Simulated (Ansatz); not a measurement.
AlRu (CsCl type, Pm-3m) at seven volumes, the program Ansatz at the PBE level (PAW), scaled uniformly. One row is withheld.

```
V (Å³/atom)  P (GPa)
-----------  -------
12.332         23.58
12.739         14.42
13.145          6.63
13.552          0.00
13.959         -5.63
14.365        -10.42
14.772             ?
```

Fit the shown pressures and predict the withheld one.

P = (3/2)B₀(x^(7/2) − x^(5/2))[1 + (3/4)(B′ − 4)(x − 1)] with x = (V₀/V)^(2/3). Least squares on the six rows gives V₀ = 13.553 Å³/atom, B₀ = 203 GPa, B′ = 4.37. At V = 14.772, x = 0.9442 and P = -14.49 GPa. The run itself gave -14.48 GPa.

The PBE relaxation kept the symmetry of its start. No spin polarisation was allowed.

Potentials: the earlier of the program's two PAW sets.
